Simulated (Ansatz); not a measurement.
With plane-wave PAW r²SCAN (Ansatz code), PtC in the zinc blende structure (F-43m) relaxes to a = 4.696 Å. Pt has 4 nearest neighbours from 2.03 Å (tetrahedral); C has 4 nearest neighbours from 2.03 Å (tetrahedral). Against the elements it lies at 0.89 eV/atom, with no fitted shifts.

Electronic character: metallic (no gap). Gap from r²SCAN with spin–orbit coupling: none (metallic).

The bulk modulus is 233 GPa. The relaxed-ion elastic constants in GPa are C11 = 264, C12 = 219, C44 = 45.4. The elastic constants imply a Debye temperature near 232 K.

The start of the workflow was typed in or built on a structure type; neither database checked (COD, Materials Project) lists it. Its standing as an ambient phase is unchecked. Symmetry was held in the r²SCAN relaxation; whether a distortion lowers the energy is not shown. No spin polarisation was allowed. Its formation energy is positive at this level, so the cell may be metastable or incomplete. As this level gives no gap, shear constants depend on the k-mesh and smearing (Fermi–Dirac, 0.1 eV here). The references are the lowest solids computed at this level, not always the standard phases. Spin–orbit coupling is left out wherever it is not named.

Potentials: the later of the program's two PAW sets.
